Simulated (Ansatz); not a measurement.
Is this MoH2 structure a true minimum?

It was reached by relaxing an invented guess, and it needn't be the stable form of this composition.

The calculation used DFT PBE, scalar-relativistic, plane waves, PAW (Ansatz). Cutoff 420 eV; k points 18×18×18 on the computed 3-atom cell (Γ-centred); Gaussian smearing, width 0.10 eV; no spin polarisation.

The cell below (3 atoms, space group Fm-3m (No. 225)) is relaxed within its symmetry.

```xyz
3
Lattice="0.0000 2.2051 2.2051 2.2051 0.0000 2.2051 2.2051 2.2051 0.0000" Properties=species:S:1:pos:R:3 pbc="T T T"
H     3.3076    3.3076    3.3076
H     1.1025    1.1025    1.1025
Mo    0.0000    0.0000    0.0000
```

For the test a repeat of it with 6 atoms (edges 3.12, 3.12, 5.40 Å) was strained at random (σ = 1.5 % a component), the atoms were moved at random (σ = 0.15 Å), and all was relaxed again on a coarse 12×12×12 mesh (in the run’s order of axes) with 0.20 eV smearing, with no symmetry imposed.

Problem. Does it come back?

Solution. It returns, within 1 meV/atom of the unmoved cell on that mesh and with the same symmetry when read at 0.1 Å. So it is stable against the distortions that fit this cell and that this random move excites. Modes that don't fit the cell aren't tested.
